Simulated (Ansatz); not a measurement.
C:
```cif
data_C8
_chemical_formula_sum 'C8'
_space_group_name_H-M_alt 'Fd-3m :1'
_space_group_IT_number 227
_space_group_name_Hall 'F 4d 2 3 -1d'
_cell_length_a 3.55686
_cell_length_b 3.55686
_cell_length_c 3.55686
_cell_angle_alpha 90.000
_cell_angle_beta 90.000
_cell_angle_gamma 90.000
loop_
_atom_site_label
_atom_site_type_symbol
_atom_site_symmetry_multiplicity
_atom_site_Wyckoff_symbol
_atom_site_fract_x
_atom_site_fract_y
_atom_site_fract_z
_atom_site_occupancy
C1 C 8 a 0.00000 0.00000 0.00000 1
```
(The calculation used a cell of 2 atoms; values per cell refer to that cell.)

Relaxed with PBE+D3(BJ).

Q: Which orbitals make up the states near the band edges in plane-wave PAW PBE+D3(BJ) (Ansatz code)?

A: Top 1 eV of the valence band: C 2p 98 %. Bottom 1 eV of the conduction band: C 2p 53 %, C 2s 39 %, outside the projected shells 9 %. Projections are on Löwdin-orthogonalised atomic valence shells; empty p or d shells of many metals are not among them.

Q: Tabulate the density of states.

A: States/eV per cell of 2 atoms, in 0.25 eV bins, energy from the valence-band maximum.

```csv
E (eV),total,C 2p,C 2s
-7.85,0.52,0.44,0.07
-7.60,0.53,0.46,0.07
-7.35,0.55,0.48,0.07
-7.10,0.58,0.51,0.06
-6.85,0.61,0.55,0.06
-6.60,0.67,0.60,0.06
-6.35,0.78,0.72,0.06
-6.10,0.78,0.73,0.05
-5.85,0.77,0.72,0.05
-5.60,0.76,0.71,0.05
-5.35,0.74,0.70,0.04
-5.10,0.73,0.68,0.04
-4.85,0.72,0.68,0.04
-4.60,0.71,0.67,0.03
-4.35,0.69,0.66,0.03
-4.10,0.68,0.65,0.03
-3.85,0.67,0.64,0.02
-3.60,0.66,0.64,0.02
-3.35,0.65,0.63,0.02
-3.10,0.63,0.62,0.02
-2.85,0.57,0.56,0.01
-2.60,0.44,0.43,0.01
-2.35,0.37,0.36,0.01
-2.10,0.32,0.31,0.01
-1.85,0.27,0.26,0.01
-1.60,0.23,0.23,0.01
-1.35,0.20,0.20,0.00
-1.10,0.17,0.16,0.00
-0.85,0.13,0.13,0.00
-0.60,0.11,0.10,0.00
-0.35,0.07,0.07,0.00
-0.10,0.02,0.02,0.00
0.15,0.00,0.00,0.00
0.40,0.00,0.00,0.00
0.65,0.00,0.00,0.00
0.90,0.00,0.00,0.00
1.15,0.00,0.00,0.00
1.40,0.00,0.00,0.00
1.65,0.00,0.00,0.00
1.90,0.00,0.00,0.00
2.15,0.00,0.00,0.00
2.40,0.00,0.00,0.00
2.65,0.00,0.00,0.00
2.90,0.00,0.00,0.00
3.15,0.00,0.00,0.00
3.40,0.00,0.00,0.00
3.65,0.00,0.00,0.00
3.90,0.00,0.00,0.00
4.15,0.01,0.00,0.00
4.40,0.08,0.04,0.03
4.65,0.14,0.07,0.06
4.90,0.21,0.11,0.08
5.15,0.27,0.15,0.10
5.40,0.33,0.19,0.11
5.65,0.41,0.25,0.12
5.90,0.45,0.29,0.12
6.15,0.49,0.32,0.12
6.40,0.53,0.34,0.12
6.65,0.56,0.37,0.12
6.90,0.60,0.41,0.12
7.15,0.65,0.44,0.12
7.40,0.70,0.49,0.12
7.65,0.77,0.55,0.13
7.90,0.89,0.64,0.13
8.15,1.13,0.83,0.14
8.40,1.04,0.77,0.13
8.65,0.80,0.57,0.13
8.90,0.95,0.65,0.18
```

The cell was relaxed with PBE+D3(BJ) under the symmetry of its start.

Potentials: the later of the program's two PAW sets.
